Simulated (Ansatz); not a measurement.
LiCl:
```yaml
crystal:
  lattice:
    - [0.00000, 2.55587, 2.55587]
    - [2.55587, 0.00000, 2.55587]
    - [2.55587, 2.55587, 0.00000]
  atoms:
    - { symbol: Li, position: [0.00000, 0.00000, 0.00000] }
    - { symbol: Cl, position: [0.50000, 0.50000, 0.50000] }
```

This is the r²SCAN-relaxed structure.

Task: All from plane-wave PAW r²SCAN (Ansatz code), unless another level is named. Estimate the formation energy from the elements (no fitted shifts).

Result: -2.02 eV/atom.

Task: Predict the band gap.

Result: 7.29 eV (smallest direct gap 7.29 eV).

Task: And the conduction-band minimum?

Result: at Γ.

Task: And the valence-band maximum?

Result: on the K–Γ line, 83 % of the way from K.

Space group Fm-3m (rock salt). The cell was relaxed with r²SCAN under the symmetry of its start. The references are the lowest solids computed at this level, not always the standard phases (solids in place of the gases).

Potentials: the earlier of the program's two PAW sets. The files were generated under PBE; for other functionals the program regenerates the frozen cores, and for LDA and PBEsol the local potential too.
